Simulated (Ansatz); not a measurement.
The start is a relaxed Sr2H5Rh cell shaken by Gaussian noise of σ = 0.08 Å a coordinate. A full variable-cell relaxation at zero pressure is run with r2SCAN (plane waves to 500 eV, PAW, scalar-relativistic; Ansatz, an electronic-structure program). First-step values are on the input's coarse k-mesh.

Ansatz input (later rounds restart from its end on a renewed k-mesh):
Ansatz 0.2 input:
```yaml
crystal:
  lattice:
    - [-2.6656976419, 2.6656976419, 3.8736172684]
    - [2.6656976419, -2.6656976419, 3.8736172684]
    - [2.6656976419, 2.6656976419, -3.8736172684]
  atoms:
    - { symbol: Sr, position: [0.7539824621, 0.2548966976, 0.5326179889] }
    - { symbol: Sr, position: [0.2853224705, 0.7667128385, 0.5385021428] }
    - { symbol: H, position: [0.7567688627, 0.2136677254, 0.0059680114] }
    - { symbol: H, position: [0.2227894409, 0.2239553324, 0.4613407468] }
    - { symbol: H, position: [0.1981845782, 0.7685820717, -0.0200135547] }
    - { symbol: H, position: [0.7721892562, 0.7759102349, 0.5399983357] }
    - { symbol: H, position: [0.2542718805, 0.2489969918, -0.0141698597] }
    - { symbol: Rh, position: [0.0363710549, 0.0183937246, 0.0360236559] }
basis: { ecutwfc: 500, ecutrho_ratio: 4, xc_grid: 4, fft_grid_basis: typed }
kpoints: { mp_grid: { grid: [5, 5, 6] } }
hamiltonian:
  xc: r2scan
  dispersion: none
  pseudopotentials: { kind: paw }
scf: { occupations: { method: fermi_dirac, width: 0.05 } }
relax: { f_tol: 0.01, max_steps: 100, cell: { stress_tol: 0.02 } }
output: { forces: true, stress: true }
```

Q: What is the largest force in the starting geometry, and on which atom (counted from 1)?

A: 3.31 eV/Å, on Rh8 (atoms numbered as listed).

Q: How much energy is released per atom?

A: 0.06 eV/atom.

Q: Is the parent structure recovered?

A: It relaxes back to the parent, I4mm (No. 107).

Q: How do the shortest distances between atoms change?

A: The closest pairs of elements (up to four, under 3.6 Å), start → end: H–Rh 1.57 → 1.67 Å; H–H 2.33 → 2.36 Å; H–Sr 2.48 → 2.67 Å; Rh–Sr 3.15 → 3.26 Å.

Q: What band gap does the relaxed structure have at this level?

A: 0.76 eV, indirect (valence top at 86 % of the way from Γ to X, conduction bottom at M) (no spin-orbit coupling).

Final structure:

```cif
data_H10Rh2Sr4
_chemical_formula_sum 'Sr4 H10 Rh2'
_space_group_name_H-M_alt 'I4mm'
_space_group_IT_number 107
_space_group_name_Hall 'I 4 -2'
_cell_length_a 5.33095
_cell_length_b 5.33095
_cell_length_c 7.74724
_cell_angle_alpha 90.000
_cell_angle_beta 90.000
_cell_angle_gamma 90.000
loop_
_atom_site_label
_atom_site_type_symbol
_atom_site_symmetry_multiplicity
_atom_site_Wyckoff_symbol
_atom_site_fract_x
_atom_site_fract_y
_atom_site_fract_z
_atom_site_occupancy
Sr1 Sr 4 b 0.00000 0.50000 0.24461 1
H1 H 8 c 0.27836 0.27836 0.49978 1
H2 H 2 a 0.00000 0.00000 0.75411 1
Rh1 Rh 2 a 0.00000 0.00000 0.98645 1
```
(The calculation used a cell of 8 atoms; values per cell refer to that cell.)

Final values are on a 9×9×9 k-mesh of the relaxed cell. No spin polarisation in the result.

The cell that was disturbed is our relaxation of an entry of Materials Project.
